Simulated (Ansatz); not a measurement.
Ba2Zn3As2O2 in space group I4/mmm (No. 139; Pearson symbol tI18), r²SCAN in the plane-wave PAW code Ansatz. The conduction-band minimum lies at M, with 1 equivalent valley. Second derivatives d²E/dk² of the lowest band at one valley (eV·Å²), along Cartesian directions:

```csv
direction,d²E/dk²
[100],48.06
[010],48.06
[001],5.583
[110],48.12
[101],26.84
[011],26.84
```

Find the principal effective masses, the density-of-states mass and the conductivity mass.

Off-diagonal terms follow from H_xy = H[110] − (H_xx + H_yy)/2, and m*/mₑ = 7.620 eV·Å² over each eigenvalue: 0.16, 0.16, 1.4. One valley's DOS mass (m₁m₂m₃)^(1/3) = 0.32, conductivity mass 3/(Σ 1/mᵢ) = 0.22 mₑ.

What effective density of states Nc follows at 300 K for parabolic valleys?

Nc = 2.509e19 × 1 × (0.32)^(3/2) ≈ 4.5e18 cm⁻³.

The first step of the workflow began from a Materials Project structure, measured or hypothetical; the Crystallography Open Database copy checked does not list it. Its standing as an ambient phase is unchecked. The cell was relaxed with r²SCAN under the symmetry of its start; its stability against distortions is not shown here. Scalar-relativistic: spin–orbit coupling is off unless named, which matters more the heavier the elements.

Potentials: the later of the program's two PAW sets.

Edges and masses are those of Kohn–Sham bands, whose gap is no quasiparticle gap.
